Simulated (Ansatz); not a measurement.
## IrRu: Boltzmann equation against the high-temperature formula (computed with Ansatz 0.2.0)

Space group P-6m2 (No. 187), 2 atoms in the cell of the first input below: a = 2.708 Å, b = 2.708 Å, c = 4.309 Å, α = 90.00°, β = 90.00°, γ = 120.00°.

The structure comes from the Materials Project database of computed cells (whether it is a measured phase wasn't checked), relaxed without spin–orbit coupling to zero pressure (pressure 0.0 GPa with this functional, without spin–orbit coupling). Functional: PBEsol.

Input:

```yaml
crystal:
  lattice:
    - [2.7081591341, 0.0, 0.0]
    - [-1.3540795671, 2.3453346076, 0.0]
    - [0.0, 0.0, 4.3086746172]
  atoms:
    - { symbol: Ir, position: [0.0, 0.0, 0.5] }
    - { symbol: Ru, position: [0.6666666667, 0.3333333333, 0.0] }
basis:
  ecutwfc: 420
  ecutrho_ratio: 4
kpoints:
  mp_grid: { grid: [14, 14, 8] }
hamiltonian:
  xc: pbesol
scf:
  occupations: { method: methfessel_paxton, width: 0.2 }
output: {}
phonons:
  supercell: [2, 2, 2]
  qpath:
    path:
      - [[0.0, 0.0, 0.0], [0.5, 0.0, 0.0], [0.33333333, 0.33333333, 0.0], [0.0, 0.0, 0.0], [0.0, 0.0, 0.5], [0.5, 0.0, 0.5], [0.33333333, 0.33333333, 0.5], [0.0, 0.0, 0.5]]
      - [[0.5, 0.0, 0.5], [0.5, 0.0, 0.0]]
      - [[0.33333333, 0.33333333, 0.5], [0.33333333, 0.33333333, 0.0]]
    npoints: 6
  electrical_resistivity: { mesh: [28, 28, 16], temperatures: [50, 100, 200, 300, 500] }
  superconductivity: { mesh: [28, 28, 16], eliashberg_equations: false }
```

```bash
ansatz run input.yaml --threads 8 --pin off --max-ram 15360MiB --backend cpu --events-out ev --progress --plain --runs-dir out
```

Time: 3.6 min on 8 threads of Intel(R) Xeon(R) Platinum 8259CL CPU @ 2.50GHz (Skylake/Cascade Lake), on a shared host, peak memory 3.8 GiB.

λ_tr,xx from the finest mesh down: 0.552, 0.549, 0.636. The next coarser mesh moves the resistivity at 300 K by 4 % along the axis that moves most.

The run gives λ_tr,xx = 0.552 and a Drude plasma energy ħω_p,xx = 8.19 eV.

Problem. Estimate the resistivity along x at 300 K from the high-temperature formula.

Solution. ħ/τ = 2π λ_tr k_B T = 0.0897 eV and ρ = 1/(ε0 ω_p² τ) = 9.94 μΩ cm. The Boltzmann solution gives 9.10 μΩ cm, so the estimate is 9 % high.

| T (K) | ρ_xx (μΩ cm) | ρ_zz (μΩ cm) | formula, xx | R_H, field along x (10⁻¹¹ m³/C) | R_H, field along z (10⁻¹¹ m³/C) |
| --- | --- | --- | --- | --- | --- |
| 50 | 0.22 | 0.23 | 1.66 | 12.3 | 3.9 |
| 100 | 1.78 | 1.68 | 3.31 | 12.5 | 7.16 |
| 200 | 5.59 | 5.22 | 6.63 | 12.5 | 8.18 |
| 300 | 9.10 | 8.54 | 9.94 | 12.5 | 8.26 |
| 500 | 15.79 | 14.81 | 16.57 | 12.5 | 8.44 |

R_H depends on the direction of the field. At 300 K the next coarser mesh moves R_H by up to 12 %.

At 50 K the solution is 0.13 times the linear formula, and at 500 K 0.95 times. The formula is meant for temperatures above the phonon energies and for bands that vary little within k_B T.

Caveats: no spin-orbit coupling, which matters for these elements; not converged in the fine mesh; small supercell, couplings not converged in it.
